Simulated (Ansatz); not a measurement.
Here is the system:

CdSe:
```xyz
12
Lattice="4.3010 0.0000 0.0000 -2.1505 3.7248 0.0000 0.0000 0.0000 21.0667" Properties=species:S:1:pos:R:3 pbc="T T T"
Cd     0.0000     0.0000    21.0619
Cd     0.0000     0.0000    10.5286
Cd     2.1505     1.2416    17.5519
Cd     0.0000     2.4832     7.0185
Cd     2.1505     1.2416     3.5084
Cd     0.0000     2.4832    14.0417
Se     0.0000     0.0000    18.4254
Se     0.0000     0.0000     7.8920
Se     2.1505     1.2416    14.9177
Se     0.0000     2.4832     4.3843
Se     2.1505     1.2416     0.8740
Se     0.0000     2.4832    11.4074
```

This is the PBEsol-relaxed structure. Cartesian axes are those of the cell as given.

### Question
All from DFT-PBEsol in the program Ansatz with PAW potentials, unless another level is named. Estimate the piezoelectric stress constants (proper, relaxed ions, C/m²).

### Answer
e15 = e24 = 0.08, e31 = e32 = 0.10, e33 = -0.18.

### Question
Predict the Young's modulus.

### Answer
41.9 GPa.

### Question
Next, the elastic constants (relaxed ions, GPa)?

### Answer
C11 = 74.0, C12 = 44.5, C13 = 37.1, C33 = 82.1, C44 = 13.2.

Space group P6_3mc. The cell is a constructed one: a structure type filled with these elements. Its sites differ from those of the usual phase in this space group: another stacking or structure type. The PBEsol relaxation kept the symmetry of its start; its stability against distortions is not shown here. Signs of piezoelectric constants follow the polarity of the cell as given.

Potentials: the later of the program's two PAW sets.
